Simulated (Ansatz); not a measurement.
## What DFT gives for KHF2

```
CELL_PARAMETERS angstrom
-2.83821 2.83821 3.40886
2.83821 -2.83821 3.40886
2.83821 2.83821 -3.40886
ATOMIC_POSITIONS crystal
K 0.25000 0.25000 0.00000
K 0.75000 0.75000 0.00000
H 0.50000 0.00000 0.50000
H 0.00000 0.50000 0.50000
F 0.64080 0.14080 0.78160
F 0.14080 0.35920 0.50000
F 0.35920 0.85920 0.21840
F 0.85920 0.64080 0.50000
```

Level: r2SCAN, no spin polarisation; 500 eV; 6×6×6 Γ-centred mesh; cold occupations (width 0.0614 eV); Ansatz 0.2.0, fixed geometry.

Problem. Is there a gap, and of what kind?

Solution. The gap is 7.85 eV, indirect (the least direct gap found is 7.90 eV).

Problem. What is the character of the valence top and the conduction bottom?

Solution. Within 0.7 eV of the edges, the states project mainly on F p (99 %) below the gap and on K s (73 %) and F s (14 %) above it.

Problem. Is it stable against the elements?

Solution. -2.42 eV an atom against the elements' usual phases (free molecules for gases, crystals otherwise, with no correction for O₂ or N₂), so it is bound against them; other compounds may still compete. Relaxing would lower it.

Problem. Is the cell too large or too small?

Solution. The pressure is -0.5 GPa (compression positive), so with the atoms held at these fractions the cell is close to zero pressure.

Origin: a database entry at a rescaled volume.
